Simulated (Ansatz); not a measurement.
C:
```
CELL_PARAMETERS angstrom
      2.44459     0.00000     0.00000
     -1.22230     2.11708     0.00000
      0.00000     0.00000     3.61420
ATOMIC_POSITIONS crystal
  C  0.33333 0.66667 0.00000
  C  0.66667 0.33333 0.00000
```

Relaxed with LDA.

Which orbitals make up the states near the Fermi level in the program Ansatz at the LDA level (PAW)?

Within 0.5 eV of the Fermi level: C 2p 99 %. Projections are on Löwdin-orthogonalised atomic valence shells; empty p or d shells of many metals are not among them.

Tabulate the density of states.

States/eV per cell of 2 atoms, in 0.25 eV bins, energy from the Fermi level.

```
E (eV)  total  C 2p  C 2s
------  -----  ----  ----
-7.85    0.57  0.51  0.06
-7.60    0.63  0.57  0.05
-7.35    0.69  0.63  0.05
-7.10    0.82  0.76  0.05
-6.85    0.83  0.78  0.04
-6.60    1.06  1.01  0.04
-6.35    1.04  1.00  0.03
-6.10    0.79  0.76  0.03
-5.85    0.76  0.73  0.02
-5.60    0.69  0.66  0.02
-5.35    0.68  0.65  0.02
-5.10    0.66  0.64  0.01
-4.85    0.62  0.60  0.01
-4.60    0.60  0.58  0.01
-4.35    0.58  0.57  0.01
-4.10    0.57  0.56  0.01
-3.85    0.56  0.55  0.00
-3.60    0.56  0.55  0.00
-3.35    0.56  0.55  0.00
-3.10    0.52  0.52  0.00
-2.85    0.42  0.42  0.00
-2.60    0.41  0.41  0.00
-2.35    0.39  0.39  0.00
-2.10    0.37  0.37  0.00
-1.85    0.29  0.29  0.00
-1.60    0.21  0.21  0.00
-1.35    0.17  0.17  0.00
-1.10    0.13  0.13  0.00
-0.85    0.10  0.10  0.00
-0.60    0.06  0.06  0.00
-0.35    0.04  0.04  0.00
-0.10    0.03  0.03  0.00
0.15     0.03  0.03  0.00
0.40     0.05  0.05  0.00
0.65     0.08  0.08  0.00
0.90     0.14  0.14  0.00
1.15     0.30  0.29  0.00
1.40     0.33  0.31  0.00
1.65     0.35  0.33  0.00
1.90     0.37  0.35  0.00
2.15     0.39  0.37  0.00
2.40     0.36  0.34  0.00
2.65     0.30  0.29  0.00
2.90     0.27  0.26  0.00
3.15     0.25  0.24  0.00
3.40     0.27  0.23  0.00
3.65     0.28  0.22  0.00
3.90     0.28  0.21  0.00
4.15     0.28  0.20  0.00
4.40     0.29  0.20  0.00
4.65     0.29  0.19  0.00
```

Space group P6/mmm. The workflow started from a Materials Project entry (that database holds measured and hypothetical structures alike); the Crystallography Open Database copy checked does not list it. It is not the phase usual at ambient conditions (space group No. 194, 227). The cell was relaxed with LDA under the symmetry of its start; whether a distortion lowers the energy is not shown. A crystal of weakly bound layers computed without a dispersion correction: the cell and the soft elastic constants depend strongly on that.

Potentials: the later of the program's two PAW sets.
